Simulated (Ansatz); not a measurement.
An Ansatz (a quantum-chemistry and plane-wave program) run. Input:

Ansatz 0.2 input:
```yaml
crystal:
  lattice:
    - [6.1518035601, 0.0, 0.0]
    - [0.0, 3.4608357229, 0.0]
    - [-2.396075514, 0.0, 6.1534189999]
  atoms:
    - { symbol: Li, position: [0.3363568271, 0.75, 0.8017626433] }
    - { symbol: Li, position: [0.6636431729, 0.25, 0.1982373567] }
    - { symbol: V, position: [0.1526934955, 0.75, 0.2351408583] }
    - { symbol: V, position: [0.8473065045, 0.25, 0.7648591417] }
    - { symbol: O, position: [0.0997064832, 0.25, 0.1525101436] }
    - { symbol: O, position: [0.9002935168, 0.75, 0.8474898564] }
    - { symbol: O, position: [0.3062059172, 0.75, 0.4856644651] }
    - { symbol: O, position: [0.6937940828, 0.25, 0.5143355349] }
    - { symbol: F, position: [0.1440701176, 0.25, 0.745626943] }
    - { symbol: F, position: [0.8559298824, 0.75, 0.254373057] }
    - { symbol: F, position: [0.6077409276, 0.25, 0.8839338677] }
    - { symbol: F, position: [0.3922590724, 0.75, 0.1160661323] }
kpoints:
  mp_grid: { grid: [3, 5, 3] }
hamiltonian:
  xc: hse06
  pseudopotentials: { kind: paw }
scf:
  n_extra_bands: 12
  occupations: { method: fixed }
output:
  eigenvalues: true
  eigenstates:
    e_range: [-9.0, 11.5]
    kpoints:
      - [0.0, 0.328125, -0.5]  # VBM
      - [0.5, 0.0, 0.0]  # CBM
```

Output (shortened):

```
Pseudopotential: Li, paw, valence charge 3
Pseudopotential: V, paw, valence charge 13
Pseudopotential: O, paw, valence charge 6
Pseudopotential: F, paw, valence charge 7
Functional definition: HSE06
davidson cushion auto → on  (no smearing: the cushion is to keep the highest requested band from converging to the state above it …
Crystal: 12 atoms, lattice volume = 131.009 Å³
Basis set: ecut = 420 eV, 2569 PW (Γ)
Bands: 54, of which v1, the nominal top of the filled ones, is band 42 counted from 1 (41 counted from 0)
Symmetry: 4 space group operations
Space group: P21/m (ITA 11), of the structure as read, at distance tolerance 5.1e-5 Å
k-points: 15 of 45
SCF iter   1: F=—  HF=-11747.846648 eV  |F-HF|=—  |Δ(HF+E_count)|=         —  Δρ=3.85e-3  dr2=1.19e-2  ethr=1.77e-3  ⟨swp⟩=8.3  Hψ=3603  notcnv=0
preconditioner: auto → none
SCF iter   2: F=—  HF=-11747.854875 eV  |F-HF|=—  |Δ(HF+E_count)|=   8.23e-3  Δρ=5.76e-3  dr2=5.54e-2  ethr=1.42e-5  ⟨swp⟩=4.5  Hψ=2681  notcnv=0
SCF iter   3: F=—  HF=-11747.851678 eV  |F-HF|=—  |Δ(HF+E_count)|=   3.20e-3  Δρ=3.91e-3  dr2=2.49e-2  ethr=1.42e-5  ⟨swp⟩=3.8  Hψ=2180  notcnv=0
SCF iter   4: F=—  HF=-11747.849813 eV  |F-HF|=—  |Δ(HF+E_count)|=   1.87e-3  Δρ=1.50e-3  dr2=3.61e-3  ethr=1.42e-5  ⟨swp⟩=2.0  Hψ=1785  notcnv=0
iter 5 solved again at ethr=2.82e-7 eV; its pass at ethr=4.30e-6 eV (dr2=2.37e-4 eV) is discarded
SCF iter   5: F=-11747.849354 eV  HF=-11747.849497 eV  |F-HF|=1.43e-4  |Δ(HF+E_count)|=   3.16e-4  Δρ=5.04e-4  dr2=2.39e-4  ethr=2.82e-7  ⟨swp⟩=3.1  Hψ=3682  notcnv=0
SCF 1 stopped early in 5 iterations: F = -11747.849354 eV  dr2 = 2.39e-4
Crystal: 12 atoms, lattice volume = 131.009 Å³
Exchange kernel: α = 0.2500, screened, ω = 0.2079 Å⁻¹, Wigner–Seitz truncation, v(0) = 1042.8368 eV·Å³, q-mesh 3×5×3, nearest image of the exchange supercell L …
Frozen-core exchange: fock
SCF iter   1: F=—  HF=-11743.955957 eV  |F-HF|=—  |Δ(HF+E_count)|=         —  Δρ=4.27e-2  dr2=3.29e0  ethr=2.85e-6  ⟨swp⟩=7.0  Hψ=4120  notcnv=0
preconditioner: auto → none
SCF iter   2: F=—  HF=-11745.469115 eV  |F-HF|=—  |Δ(HF+E_count)|=    1.51e0  Δρ=1.05e-1  dr2=1.83e1  ethr=2.85e-6  ⟨swp⟩=6.0  Hψ=4141  notcnv=0  recentre
SCF iter   3: F=—  HF=-11743.451550 eV  |F-HF|=—  |Δ(HF+E_count)|=    2.02e0  Δρ=1.58e-2  dr2=4.53e-1  ethr=2.85e-6  ⟨swp⟩=6.0  Hψ=3879  notcnv=0
SCF iter   4: F=—  HF=-11743.384179 eV  |F-HF|=—  |Δ(HF+E_count)|=   6.74e-2  Δρ=4.44e-3  dr2=2.38e-2  ethr=2.85e-6  ⟨swp⟩=4.3  Hψ=3073  notcnv=0
SCF iter   5: F=—  HF=-11743.428937 eV  |F-HF|=—  |Δ(HF+E_count)|=   4.48e-2  Δρ=2.37e-3  dr2=6.93e-3  ethr=2.85e-6  ⟨swp⟩=4.0  Hψ=2830  notcnv=0
SCF iter   6: F=—  HF=-11743.427721 eV  |F-HF|=—  |Δ(HF+E_count)|=   1.22e-3  Δρ=1.49e-3  dr2=3.38e-3  ethr=2.85e-6  ⟨swp⟩=4.0  Hψ=2241  notcnv=0
SCF iter   7: F=—  HF=-11743.427279 eV  |F-HF|=—  |Δ(HF+E_count)|=   4.42e-4  Δρ=2.46e-4  dr2=1.67e-4  ethr=2.85e-6  ⟨swp⟩=3.0  Hψ=1935  notcnv=0
SCF iter   8: F=—  HF=-11743.428091 eV  |F-HF|=—  |Δ(HF+E_count)|=   8.12e-4  Δρ=4.01e-4  dr2=1.65e-4  ethr=4.32e-8  ⟨swp⟩=4.1  Hψ=2950  notcnv=0
SCF iter   9: F=-11743.428055 eV  HF=-11743.428059 eV  |F-HF|=3.57e-6  |Δ(HF+E_count)|=   3.24e-5  Δρ=1.03e-4  dr2=1.10e-5  ethr=4.32e-8  ⟨swp⟩=3.0  Hψ=2054  notcnv=0
SCF 2 stopped early in 9 iterations: F = -11743.428055 eV  dr2 = 1.10e-5
hybrid outer 1: dexx = +5.429e-2 eV, tail = 2.20e-4 eV
Crystal: 12 atoms, lattice volume = 131.009 Å³
Exchange kernel: α = 0.2500, screened, ω = 0.2079 Å⁻¹, Wigner–Seitz truncation, v(0) = 1042.8368 eV·Å³, q-mesh 3×5×3, nearest image of the exchange supercell L …
Frozen-core exchange: fock
SCF iter   1: F=—  HF=-11743.427334 eV  |F-HF|=—  |Δ(HF+E_count)|=         —  Δρ=1.44e-4  dr2=1.61e-5  ethr=1.31e-6  ⟨swp⟩=3.1  Hψ=1885  notcnv=0
preconditioner: auto → none
SCF iter   2: F=—  HF=-11743.427333 eV  |F-HF|=—  |Δ(HF+E_count)|=   6.23e-7  Δρ=7.95e-5  dr2=1.09e-5  ethr=1.77e-8  ⟨swp⟩=3.9  Hψ=2458  notcnv=0
iter 3 solved again at ethr=2.51e-10 eV; its pass at ethr=1.16e-8 eV (dr2=2.11e-7 eV) is discarded
SCF iter   3: F=—  HF=-11743.427332 eV  |F-HF|=—  |Δ(HF+E_count)|=   1.44e-6  Δρ=1.92e-5  dr2=1.31e-6  ethr=2.51e-10  ⟨swp⟩=2.9  Hψ=3748  notcnv=0
SCF iter   4: F=—  HF=-11743.427337 eV  |F-HF|=—  |Δ(HF+E_count)|=   4.99e-6  Δρ=2.57e-5  dr2=5.21e-7  ethr=2.51e-10  ⟨swp⟩=4.5  Hψ=2908  notcnv=0  defer=4
SCF iter   5: F=-11743.427337 eV  HF=-11743.427337 eV  |F-HF|=2.41e-8  |Δ(HF+E_count)|=   1.18e-7  Δρ=7.18e-6  dr2=6.38e-8  ethr=2.51e-10  ⟨swp⟩=3.0  Hψ=2128  notcnv=0
SCF 3 converged in 5 iterations: F = -11743.427337 eV  dr2 = 6.38e-8
hybrid outer 2: dexx = +5.558e-6 eV, tail = 2.47e-7 eV, Δε = 3.29e-3 eV (about 1.26e-4 eV left of the loop's levels)
NSCF: frozen V_eff on 2 k-points
hybrid SCF converged: 2 outer / 14 inner (+5 warm-up), last move |dexx| = 5.56e-6 eV, tail = 2.47e-7 eV
Stability not checked (fock_operator)
Free energy (F): -11743.427337 eV
Frozen-core exchange: fock
Harris-Foulkes:  -11743.427337 eV  (|F-HF|=2.41e-8)
Internal energy: -11743.427337 eV  (E = F + TS)
E sigma→0 (E₀):  -11743.427337 eV
Fermi energy:    2.269096 eV
--- Per-component energies (eV) ---
  E_band       = -1213.177398
  E_kinetic    = 2252.779277
  E_local      = -7620.571955  (includes V_loc(G=0)·N_el)
  E_nonlocal   = 297.988663
  E_hartree    = 3004.758657
  E_xc         = -719.307763
  E_vxc        = -909.840283  (∫ρ·V_xc dr)
  E_exx        = -298.265957  (= α·E_x^exact, valence–valence)
  E_paw        = -3568.450651  (= ΣΔE_a)
  E_vpaw       = -646.548319  (= ΣTr[D̂ρ^β])
  E_aug_tail   = 0.018396  (compensation charges beyond the density's cutoff)
  E_ewald      = -5091.787227
  E_core_change = -0.588775  (= ΣΔE_core)
  E_smearing   =  0.000000  (= −TS)
  E_closure    = 0.000000  (closes the sum)
  Σ components = -11743.427337   (vs F -11743.427337, Δ=0.00e0)
  [band-id]    e_kinetic+e_local+e_nonlocal+2·e_hartree+e_vxc+2·e_exx+e_vpaw+e_augmentation_tail = -1213.188823   (vs E_band -1213.177398, Δ=-1.14e-2)
--- Band table (eV; the first three rows and the last of 15) ---
  k-point 0: bands = ["-66.3872", "-66.3847", "-42.5478", "-42.5423", "-38.7863", "-38.7532", "-38.5377", "-38.5343", "-38.5008", "-38.4928", "-21.1817", "-20.9367", "-20.6719", "-20.6034", "-16.2064", "-15.5536", "-15.2616", "-15.0581", "-2.7957", "-2.6421", …
  k-point 1: bands = ["-66.3872", "-66.3847", "-42.5478", "-42.5424", "-38.7858", "-38.7537", "-38.5379", "-38.5341", "-38.5008", "-38.4928", "-21.1701", "-20.9509", "-20.6829", "-20.5895", "-16.1919", "-15.5841", "-15.2855", "-15.0204", "-2.8239", "-2.4284", …
  k-point 2: bands = ["-66.3858", "-66.3838", "-42.5463", "-42.5419", "-38.7823", "-38.7550", "-38.5345", "-38.5330", "-38.5317", "-38.5261", "-21.1470", "-20.9489", "-20.6531", "-20.5975", "-15.9245", "-15.3259", "-15.2028", "-15.0715", "-2.7697", "-2.5557", …
  k-point 14: bands = ["-66.3833", "-66.3825", "-42.5434", "-42.5417", "-38.7722", "-38.7614", "-38.5835", "-38.5804", "-38.5289", "-38.5277", "-20.9698", "-20.9168", "-20.7190", "-20.6779", "-15.3940", "-15.1390", "-15.0496", "-14.9985", "-2.7453", …
```

Cost: about 4 core-minutes (a rough figure) on shared cores.

The points marked VBM and CBM come from a semilocal run.

Space group P2_1/m. The workflow started from a Materials Project entry (that database holds measured and hypothetical structures alike); the Crystallography Open Database copy checked does not list it. Its standing as an ambient phase is unchecked. Symmetry was held in the r²SCAN relaxation; whether a distortion lowers the energy is not shown. No spin polarisation was allowed. No Hubbard U is applied.

Potentials: the later of the program's two PAW sets.

Ansatz is a plane-wave DFT program.
